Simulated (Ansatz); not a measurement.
BaC$_{8}$:
```
BaC8
1.0
    4.97924     0.00000     0.00000
   -2.48962     4.31215     0.00000
    0.00000     0.00000     5.22271
C Ba
8 1
Direct
  0.16693   0.33386   0.00000
  0.16693   0.83307   0.00000
  0.66667   0.33333   0.00000
  0.66614   0.83307   0.00000
  0.33386   0.16693   0.00000
  0.33333   0.66667   0.00000
  0.83307   0.16693   0.00000
  0.83307   0.66614   0.00000
  0.00000   0.00000   0.50000
```

Relaxed with PBE+D3(BJ). Special points in fractions of this cell's reciprocal vectors: Γ (0.000, 0.000, 0.000); M (0.500, 0.000, 0.000); K (0.333, 0.333, 0.000); A (0.000, 0.000, 0.500); L (0.500, 0.000, 0.500); H (0.333, 0.333, 0.500).

### Question
List the band energies nearest the Fermi level at these points for PBE+D3(BJ) in the plane-wave PAW code Ansatz.

### Answer
In eV from the Fermi level; about four levels below and three above (degenerate sets whole), none deeper than 8.9 eV; points with the same levels are listed once.

```csv
k,below,above
Γ,-3.46 -0.80 0.00 0.00,0.73 1.95 1.95
M,-6.01 -5.98 -4.76 -3.75,0.42 0.84 1.12
K,-6.83 -6.83 -5.59 -1.76 -1.76,1.30 1.30 3.12
A,-3.58 -1.29 -0.76 -0.76,1.49 3.55 3.55
L,-6.02 -5.98 -4.31 -4.01,0.66 1.15 1.41
H,-6.47 -6.47 -1.63 -1.63,2.47 2.47 2.68 2.68 2.68
```

Space group P6/mmm. A made-up cell: these elements were put on the sites of a structure type; neither database checked (COD, Materials Project) lists it. Its standing as an ambient phase is unchecked. Symmetry was held in the PBE+D3(BJ) relaxation; of distortions, only those at the zone centre were tested. Spin–orbit coupling is left out wherever it is not named.

Potentials: the later of the program's two PAW sets.
